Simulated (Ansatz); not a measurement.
The cell is InSe (started from an entry of an open crystallographic database); cell and atoms were relaxed with r2SCAN+rVV10. It is hexagonal, P6_3/mmc (No. 194); a = 4.018 Å, c = 16.926 Å in the conventional setting, 29.58 Å³ an atom. In is surrounded by 3 Se at 2.64 Å and 1 In at 2.79 Å; Se is surrounded by 3 In at 2.64 Å.

4 runs of Ansatz on this cell differ in the functional (and in the settings that go with it). Levels are in eV from each run's valence top; v1 is the last filled band, c1 the first empty one.

Run A, mean stress +0.6 GPa (compression positive):
```
point     v5     v3     v1    c1    c2    c3
    Γ  -1.34  -1.25   0.00  1.78  3.07  3.56
    M  -2.47  -2.26  -1.49  2.49  2.64  3.18
    K  -3.00  -2.37  -1.84  2.78  3.33  4.04
    A  -1.28  -1.28  -0.83  2.52  2.52  3.57
```

Run B, mean stress +2.4 GPa (compression positive):
```
point     v5     v3     v1    c1    c2    c3
    Γ  -1.19  -1.11   0.00  0.45  1.68  2.13
    M  -2.22  -2.02  -1.37  1.24  1.28  1.92
    K  -2.66  -2.09  -1.69  1.59  2.12  2.51
    A  -1.14  -1.14  -0.86  1.23  1.23  2.14
```

Run C, mean stress +0.8 GPa (compression positive):
```
point     v5     v3     v1    c1    c2    c3
    Γ  -1.25  -1.17   0.00  0.88  2.03  2.59
    M  -2.30  -2.10  -1.42  1.54  1.58  2.18
    K  -2.74  -2.16  -1.76  1.79  2.32  2.87
    A  -1.20  -1.20  -0.80  1.58  1.58  2.61
```

Run D, mean stress -1.7 GPa (compression positive):
```
point     v5     v3     v1    c1    c2    c3
    Γ  -1.18  -1.10   0.00  0.22  1.53  1.95
    M  -2.22  -2.05  -1.39  1.06  1.17  1.83
    K  -2.68  -2.10  -1.73  1.50  2.06  2.37
    A  -1.13  -1.13  -0.93  1.08  1.08  1.96
```

Problem. Match the runs to LDA, PBE, r2SCAN, PBE0.

Solution. A is PBE0, B is PBE, C is r2SCAN, D is LDA. In order of the gap: LDA 0.22, PBE 0.45, r2SCAN 0.88, PBE0 1.78 eV.

Spin-unpolarised throughout; all numbers are computed.

No spin-orbit coupling is included; it can move band edges with weight on the heavy atoms by tenths of an eV.

The stress of a hybrid is loosely converged in these runs.

The meshes of the hybrids are coarse, so their gaps aren't converged to the digits shown.
